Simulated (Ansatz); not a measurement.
MgAsF$_{6}$, a known structure type with other elements, at an estimated volume

```
CELL_PARAMETERS angstrom
3.40009 1.96304 2.24391
-3.40009 1.96304 2.24391
0.00000 -3.92609 2.24390
ATOMIC_POSITIONS crystal
Mg 0.50000 0.50000 0.50000
As 0.00000 0.00000 0.00000
F 0.26730 0.22540 0.92160
F 0.92160 0.26730 0.22540
F 0.22540 0.92160 0.26730
F 0.73270 0.77460 0.07840
F 0.07840 0.73270 0.77460
F 0.77460 0.07840 0.73270
```

Level: PBE, spin-orbit coupling; 420 eV; 4×4×4 Γ-centred mesh; methfessel-paxton occupations (width 0.0131 eV); Ansatz 0.2.0, fixed geometry.

The state carries no moments; the state need not be the lowest.

(1) What does the stress say?

(2) Metal or insulator?

(3) Where is the largest force?

(4) What is the formation energy?

(5) How is the charge shared?

Origin: a known structure type with other elements, at an estimated volume, so it need not be a known compound. Caveats: started without moments under time reversal, so no moment could form; the Fermi level lies in a narrow band between gaps, which spin or distortion may split; the k mesh is coarse if the cell is a metal; atoms or cell far from equilibrium.

Answers

(1) The pressure is 55.2 GPa (compression positive), so with the atoms held at these fractions the cell would first expand; the forces are large, so a full relaxation may end otherwise. The principal stresses 54.9, 54.9, 55.9 GPa differ, so its shape would change too.

(2) It is a metal, with about 2.2 states/eV a cell as the mean within 0.25 eV of the Fermi level, mostly Mg s (85 %).

(3) The largest is on F3 (and as large on other atoms): 8.56 eV/Å, components (0.79, 6.98, 4.88). It makes 179° with the line to a nearest neighbour, As2 at 1.58 Å, pointing away from it.

(4) -1.41 eV an atom against the elements' usual phases (free molecules for gases, crystals otherwise, with no correction for O₂ or N₂), so it is bound against them; other compounds may still compete. Relaxing would lower it.

(5) Bader charges in e: Mg +1.30, As +3.46, F -0.79. In the mean As gives up most and F takes most.
